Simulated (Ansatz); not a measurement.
GaAs (zinc blende)

```
GaAs
1.0
    0.00000     5.74558     5.74558
    2.87279     0.00000     2.87279
    2.87279     2.87279     0.00000
As Ga
2 2
Direct
  0.37500   0.75000   0.75000
  0.87500   0.75000   0.75000
  0.00000   0.00000   0.00000
  0.50000   0.00000   0.00000
```

Two-dimensional scan of atom 3 (Ga, nearest neighbour As at 2.488 Å; its periodic images, 4.1 Å or more away, move with it): u runs along (1.000, 0.000, 0.000), v along (0.000, 1.000, 0.000) (Cartesian). Cell and other atoms are fixed.

These are PBE (plane waves to 420 eV, PAW, scalar-relativistic; Ansatz, a first-principles code) values and carry that method's errors. k mesh 4×8×8 (Γ-centred), Fermi-Dirac smearing 0.05 eV. Points where atoms come too close for the PAW data are left out (x in tables, blank in figures). As the smearing reaches across the gap at some points, energies and forces of such displacements shift with the k mesh and the smearing. Fu and Fv are the components of the force on the atom. GaAs was relaxed with its symmetry unable to fall. The last digit holds for this mesh only.

Changes of Fu (eV/Å) from the point u = 0.000 Å, v = 0.000 Å when one coordinate moves alone (two changes are said to add if the coupling is within 5 % of the smaller one, nearly so within 20 %):

```tsv
point	change
u = 0.000 Å, v = -0.820 Å	-0.241
u = 0.000 Å, v = -0.547 Å	-0.245
u = 0.000 Å, v = -0.273 Å	-0.137
u = -0.820 Å, v = 0.000 Å	4.166
u = -0.547 Å, v = 0.000 Å	3.727
u = -0.273 Å, v = 0.000 Å	2.227
u = 0.273 Å, v = 0.000 Å	-2.284
u = 0.547 Å, v = 0.000 Å	-3.901
u = 0.820 Å, v = 0.000 Å	-4.271
u = 0.000 Å, v = 0.273 Å	0.185
u = 0.000 Å, v = 0.547 Å	0.422
u = 0.000 Å, v = 0.820 Å	0.721
```

Do the two effects add at u = -0.273 Å, v = 0.273 Å? Give the computed change.

The sum of the single changes is 2.227 + (0.185) = 2.412; the calculation gives 2.762, so the coupling contributes 0.350 (over 20 % of the smaller single change, not additive).

What is the change at u = -0.273 Å, v = -0.547 Å, where both move, and how far is it from the sum?

The sum of the single changes is 2.227 + (-0.245) = 1.982; the calculation gives 3.054, so the coupling contributes 1.072 (over 20 % of the smaller single change, not additive).

What is the change at u = -0.273 Å, v = 0.820 Å, where both move, and how far is it from the sum?

The sum of the single changes is 2.227 + (0.721) = 2.948; the calculation gives 5.716, so the coupling contributes 2.768 (over 20 % of the smaller single change, not additive).

(For displaced atoms, the force is minus the slope of the energy, and its curvature is a force constant, which sets phonon frequencies.)
